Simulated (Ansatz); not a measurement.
**Calculated with Ansatz: HfV2, relaxation**

Run with:

```bash
ansatz run input.yaml --threads 2 --pin off --max-ram 3584MiB --backend cpu --events-out ev --progress --plain --runs-dir out
```

The input file (Ansatz 0.2.0, plane waves):

```yaml
crystal:
  lattice:
    - [0.0, 3.69831775, 3.69831775]
    - [3.69831775, 0.0, 3.69831775]
    - [3.69831775, 3.69831775, 0.0]
  atoms:
    - { symbol: Hf, position: [0.0, 0.0, 0.0] }
    - { symbol: Hf, position: [0.25, 0.25, 0.25] }
    - { symbol: V, position: [0.625, 0.625, 0.625] }
    - { symbol: V, position: [0.125, 0.625, 0.625] }
    - { symbol: V, position: [0.625, 0.625, 0.125] }
    - { symbol: V, position: [0.625, 0.125, 0.625] }
  symmetry: { tolerance: 0.0003 }
kpoints:
  mp_grid: { grid: [8, 8, 8], shift: [0, 0, 0] }
magnetization:
  spin_polarized: false
scf:
  occupations: { method: fermi_dirac }
  lower_state_search: "off"
hamiltonian:
  pseudopotentials: { kind: paw }
  xc: r2scan
basis:
  ecutwfc: 500
  fft_grid_basis: typed
relax:
  max_steps: 40
  cell: { p_target: 0.0 }
  f_tol: 0.03
output:
  forces: true
  stress: true
  eigenvalues: true
  bader: true
  populations: true
  elf: true
  write_potential: true
  volumetric_format: npy
  dos:
    e_range: [-12, 8]
    de: 0.05
    projected: { site_lists: { Hf: [Hf], V: [V] } }
  write_density: true
checkpoint:
  read: saved_state
```

Origin of the cell: a database entry, scaled a little.

The smearing width isn't typed, so it takes its default of 0.1 eV.

The saved state is a converged single point of the same cell.

Steps («new basis» is an SCF on plane waves selected anew at the same cell):

| step | ΔF (meV/atom) | max force component (eV/Å) | P (GPa) | volume (Å³) | SCF iterations | step was |
| --- | --- | --- | --- | --- | --- | --- |
| 1 | 0.0 | 0.000 | -5.15 | 101.17 | 7 | accepted |
| 2 | -6.0 | 0.000 | 3.75 | 95.04 | 8 | accepted |
| 3 | -10.5 | 0.000 | -0.17 | 97.53 | 8 | accepted |
| 4 | -10.5 | 0.000 | -0.01 | 97.42 | 5 | accepted |
| 5 | -10.4 | 0.000 | -0.01 | 97.42 | 7 | new basis |

Step 1, with forces in eV/Å:

```xyz
6
Lattice="0.000 3.698 3.698 3.698 0.000 3.698 3.698 3.698 0.000" Properties=species:S:1:pos:R:3:forces:R:3 pbc="T T T" step=1
Hf    0.000    0.000    0.000    0.000    0.000    0.000
Hf    1.849    1.849    1.849    0.000    0.000    0.000
V     4.623    4.623    4.623    0.000    0.000    0.000
V     4.623    2.774    2.774    0.000    0.000    0.000
V     2.774    2.774    4.623    0.000    0.000    0.000
V     2.774    4.623    2.774    0.000    0.000    0.000
```

Step 2, with forces in eV/Å:

```xyz
6
Lattice="0.000 3.622 3.622 3.622 0.000 3.622 3.622 3.622 0.000" Properties=species:S:1:pos:R:3:forces:R:3 pbc="T T T" step=2
Hf    0.000    0.000    0.000    0.000    0.000    0.000
Hf    1.811    1.811    1.811    0.000    0.000    0.000
V     4.528    4.528    4.528    0.000    0.000    0.000
V     4.528    2.717    2.717    0.000    0.000    0.000
V     2.717    2.717    4.528    0.000    0.000    0.000
V     2.717    4.528    2.717    0.000    0.000    0.000
```

Step 3, with forces in eV/Å:

```xyz
6
Lattice="0.000 3.653 3.653 3.653 0.000 3.653 3.653 3.653 0.000" Properties=species:S:1:pos:R:3:forces:R:3 pbc="T T T" step=3
Hf    0.000    0.000    0.000    0.000    0.000    0.000
Hf    1.827    1.827    1.827    0.000    0.000    0.000
V     4.567    4.567    4.567    0.000    0.000    0.000
V     4.567    2.740    2.740    0.000    0.000    0.000
V     2.740    2.740    4.567    0.000    0.000    0.000
V     2.740    4.567    2.740    0.000    0.000    0.000
```

Step 5, with forces in eV/Å:

```xyz
6
Lattice="0.000 3.652 3.652 3.652 0.000 3.652 3.652 3.652 0.000" Properties=species:S:1:pos:R:3:forces:R:3 pbc="T T T" step=5
Hf    0.000    0.000    0.000    0.000    0.000    0.000
Hf    1.826    1.826    1.826    0.000    0.000    0.000
V     4.565    4.565    4.565    0.000    0.000    0.000
V     4.565    2.739    2.739    0.000    0.000    0.000
V     2.739    2.739    4.565    0.000    0.000    0.000
V     2.739    4.565    2.739    0.000    0.000    0.000
```

```
Free energy lowered by  : 10.4 meV/atom
Volume change           : -3.71 %
Final pressure          : -0.01 GPa
Relaxation steps listed : 5
```

Caveats: no spin polarisation, so a magnetic state may lie lower; no spin-orbit coupling, though heavy elements are present; the relaxation held the start's symmetry, so the end may be a saddle point.

It ran for 86 s of wall time on 2 CPU thread(s) of a shared host, from a saved density.
